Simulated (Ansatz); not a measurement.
Given:

Ta2SiB2:
```
Ta2SiB2
1.0
    3.13434     0.00000     0.00000
   -1.56717     2.71442     0.00000
    0.00000     0.00000     6.91540
Ta Si B
2 1 2
Direct
  0.33333   0.66667   0.72698
  0.33333   0.66667   0.27302
  0.00000   0.00000   0.00000
  0.00000   0.00000   0.50000
  0.66667   0.33333   0.50000
```

This is the PBEsol-relaxed structure.

**Question.** All from the program Ansatz at the PBEsol level (PAW), unless another level is named. Estimate the bulk modulus (Birch–Murnaghan fit).

**Answer.** 250 GPa.

**Question.** Predict the highest zone-centre frequency.

**Answer.** 764 cm⁻¹.

Space group P-6m2. The start of the workflow was typed in or built on a structure type; neither database checked (COD, Materials Project) lists it. Its standing as an ambient phase is unchecked. Symmetry was held in the PBEsol relaxation; its stability against distortions is not shown here. The run is not spin-polarised. As this level gives no gap, phonon frequencies hold no LO–TO term and depend on the k-mesh and smearing (Fermi–Dirac, 0.1 eV here). Spin–orbit coupling is left out wherever it is not named.

Potentials: the earlier of the program's two PAW sets. The files were generated under PBE; for other functionals the program regenerates the frozen cores, and for LDA and PBEsol the local potential too.
